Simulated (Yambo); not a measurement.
Material: Na$_{3}$P (space group P6_3/mmc, No. 194); a = 4.920 Å, b = 4.920 Å, c = 8.765 Å, α = 90.00°, β = 90.00°, γ = 120.00° (8 atoms in the cell). The geometry is that of Materials Project entry mp-1598, symmetrised and not relaxed again.

With PBEsol (Quantum ESPRESSO, PseudoDojo norm-conserving, 88 Ry, scalar-relativistic), the gap between the mesh's edge points (Γ → Γ) is 0.444 eV.

Problem. Estimate the G0W0 gap between the same points from Yambo (3×3×2 Γ-centred k mesh, bands 7 to 265 and a 7 Ry block in the screening, 265 bands in G with the Bruneval-Gonze terminator, plasmon pole fitted at 27.2 eV).

Solution. The correction is 0.647 eV, giving 1.091 eV, 2.5 times the PBEsol value.  Nearest settings tried, and what they do to the gap: 171 bands in G: -11 meV; 6 Ry block (325 vectors against 385): -13 meV; 3×3×1 mesh: -81 meV. Not varied: bands in W. So the settings aren't converged at that level.
